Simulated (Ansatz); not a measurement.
# What DFT gives for CsK3Pb

```
Pb K Cs
1.0
     5.93597    0.00000    0.00000
     0.00000    5.93597    0.00000
     0.00000    0.00000    5.93597
Pb K Cs
1 3 1
Cartesian
  2.9680 2.9680 2.9680
  0.0000 2.9680 2.9680
  2.9680 0.0000 2.9680
  2.9680 2.9680 0.0000
  0.0000 0.0000 0.0000
```

Level: r2SCAN, no spin polarisation; 500 eV; 6×6×6 Γ-centred mesh; fermi-dirac occupations (width 0.1 eV); Ansatz 0.2.0, fixed geometry.

Problem. What does the stress say?

Solution. The pressure is 8.6 GPa (compression positive), so with the atoms held at these fractions the cell would first expand.

Problem. Give the Bader charges.

Solution. Bader charges in e: Cs +0.43, K +0.54, Pb -2.06. In the mean K gives up most and Pb takes most.

Problem. Is it stable against the elements?

Solution. 0.41 eV an atom against the elements' usual phases (free molecules for gases, crystals otherwise, with no correction for O₂ or N₂), so at this geometry it isn't bound against them. Relaxing would lower it.

Problem. What happens at the Fermi level?

Solution. It is a metal, with about 1.6 states/eV a cell as the mean within 0.25 eV of the Fermi level, mostly Pb p (66 %).

Problem. Describe some of the short contacts.

Solution. Pb–K at 2.97 Å: least valence density 0.17 e/Å³ and ELF 0.08 there. Cs–K at 4.20 Å: least valence density 0.02 e/Å³ and ELF 0.02 there, so no covalent bond. These are pseudo-fields; inside the PAW spheres they differ from the all-electron ones.

Origin: a known structure type with other elements, at an estimated volume, so it need not be a known compound.
